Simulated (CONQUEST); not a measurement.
Consider a self-consistent single point of TiN (Fm-3m, 8 atoms in the cell; from Materials Project mp-492, changed as shown).

```xyz
8
Lattice="4.1547 0.0000 0.0000 0.0000 4.1547 0.0000 0.0000 0.0000 4.1547" Properties=species:S:1:pos:R:3 pbc="T T T"
Ti     0.0000     0.0000     0.0000
Ti     0.0000     2.0773     2.0773
Ti     2.0773     0.0000     2.0773
Ti     2.0773     2.0773     0.0000
N      2.0773     0.0000     0.0000
N      2.0773     2.0773     2.0773
N      0.0000     0.0000     2.0773
N      0.0000     2.0773     0.0000
```

Method: PBE, numerical atomic orbitals double-zeta with polarisation (the shipped basis), PseudoDojo norm-conserving potentials made for PBE (CONQUEST).

CONQUEST settings:

```
key                                             value
---------------------  ------------------------------
basis                                             DZP
Diag.MPMeshX, Y, Z                              3 3 3
potentials             PseudoDojo norm-conserving PBE
Grid.GridCutoff                                140 Ha
DM.SolutionMethod                              diagon
Diag.kT                                   0.003675 Ha
Diag.GammaCentred                                true
minE.SCTolerance                              1.0e-06
SC.MaxIters                                       100
SC.LinearMixingFactor                             0.5
SC.KerkerPreCondition                            true
SC.KerkerFactor                            0.5 1/bohr
AtomMove.TypeOfRun                             static
```

Results:

- Number of valence electrons: 68
- Number of bands: 128
- Number of k-points after the program's reduction: 14
- Size of the basis: 128
- Number of SCF iterations: 12
- FFT grid: 48 × 48 × 48
- Free energy E − TS: -7601.5316 eV
- Fermi level (on the code's own zero): -7.72 eV
- Pressure: 25.72 GPa

Stress (GPa, positive for compression):
```
25.72   0.00   0.00
 0.00  25.72   0.00
 0.00   0.00  25.72
```

For comparison: a first run was changed to give this one (volume scaled by 0.94), and from it to this one the free energy rises by 51.0 meV/atom and the pressure goes from 5.36 to 25.72 GPa.

The program uses no crystal symmetry, so grid and mesh can part values that symmetry would make equal. The atom-centred basis is finite, which shifts total energies and pressures against plane waves. The structure comes from a collection of computed structures, made at another level of theory; the collection holds predicted forms beside known ones. No clean gap shows at this smearing width and mesh (spacing up to 0.50 Å⁻¹); the mesh is coarse for partly filled bands, so the values carry mesh errors. At this pressure the cell is far from its equilibrium volume at this level.

Cost on one core: around 120 core-seconds (rough).
